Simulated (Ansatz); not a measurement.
TePt:
```
CELL_PARAMETERS angstrom
      1.99721    -5.37947     0.00000
      1.99721     5.37947     0.00000
      0.00000     0.00000     3.92949
ATOMIC_POSITIONS crystal
  Te 0.64415 0.35585 0.25000
  Pt 0.89631 0.10369 0.25000
  Te 0.35585 0.64415 0.75000
  Pt 0.10369 0.89631 0.75000
```

Relaxed with PBE. Special points in fractions of this cell's reciprocal vectors: Γ (0.000, 0.000, 0.000); Y (-0.500, 0.500, 0.000); C0 (-0.284, 0.716, 0.000); Σ0 (0.284, 0.284, 0.000); Z (0.000, 0.000, 0.500); A0 (0.284, 0.284, 0.500); E0 (-0.284, 0.716, 0.500); T (-0.500, 0.500, 0.500); S (0.000, 0.500, 0.000); R (0.000, 0.500, 0.500).

List the band energies nearest the Fermi level at these points for plane-wave PAW PBE (Ansatz code).

In eV from the Fermi level; about four levels below and three above (degenerate sets whole), none deeper than 8.9 eV; points with the same levels are listed once.

```csv
k,below,above
Γ,-1.51 -1.25 -0.10 -0.04,0.93 2.47 5.80
Y,-1.36 -0.81 -0.34 -0.14,0.12 2.16 4.38
C0,-2.57 -2.32 -2.23 -2.00,0.03 2.01 2.04 2.05
Z,-2.41 -2.41 0.00 0.00,2.22 2.22 4.03 4.03
A0,-1.67 -1.67 -0.41 -0.41,2.36 2.36 6.74 6.74
T,-2.82 -2.82 -1.74 -1.74,1.89 1.89 1.92 1.92
S,-2.30 -2.28 -1.96 -0.57,0.83 2.00 2.07
R,-1.90 -1.90 -0.80 -0.80,2.27 2.27 6.09 6.09
```

Space group Cmcm. The start of the workflow was typed in or built on a structure type; neither database checked (COD, Materials Project) lists it. COD files the formula under space group No. 166, 194. Whether it is the stable phase at ambient conditions was not checked. The cell was relaxed with PBE under the symmetry of its start; its stability against distortions is not shown here. No spin polarisation was allowed. Scalar-relativistic: spin–orbit coupling is off unless named, which matters more the heavier the elements.

Potentials: the later of the program's two PAW sets.
